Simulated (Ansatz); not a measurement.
Li2ClF, ordered on the rocksalt lattice (P4/mmm) with 4 atoms a cell, relaxed with r2SCAN. The symmetry is P4/mmm (No. 123, tetragonal); a = 3.343 Å, c = 4.601 Å in the conventional setting, 12.86 Å³ an atom. F has 6 Li at 2.30–2.36 Å; Li has 2 F at 2.30 Å and 4 Cl at 2.36 Å; Cl has 6 Li at 2.30–2.36 Å; Li has 2 Cl at 2.30 Å and 4 F at 2.36 Å.

```
CELL_PARAMETERS angstrom
3.34315 0.00000 0.00000
0.00000 3.34315 0.00000
0.00000 0.00000 4.60128
ATOMIC_POSITIONS crystal
F 0.00000 0.00000 0.00000
Li 0.00000 0.00000 0.50000
Cl 0.50000 0.50000 0.50000
Li 0.50000 0.50000 0.00000
```

The questions ask for values computed with the plane-wave code Ansatz on this geometry. Note: simulated data, non-magnetic, for a generated structure that need not be the stable one.

(1) Is there a gap with PBE, and of what kind?

(2) What does r2SCAN give for the gap (8×8×6 mesh)?

(3) Estimate the gap with PBE0 on 6×6×4.

(4) What does G0W0@PBE with 153 empty bands, a screening cutoff of 120 eV and a 4×4×4 mesh give?

## Answers

(1) PBE gives a direct gap of 6.59 eV at R.

(2) With r2SCAN the gap is 7.31 eV and direct, at R. The gap differs by +0.72 eV from PBE's.

(3) The PBE0 gap is direct at R: 8.79 eV. The gap differs by +2.20 eV from PBE's.

(4) 9.51 eV (PBE's gap over the path plus the quasiparticle shift read on the mesh). Over the mesh points the PBE gap of 6.59 eV becomes a quasiparticle gap of 9.50 eV (direct at R), a change of +2.91 eV. Renormalisation factors Z lie between 0.77 and 0.87. G0W0 values are finite-basis, finite-mesh values.

The meshes of the hybrids are coarse, so their gaps aren't converged to the digits shown.
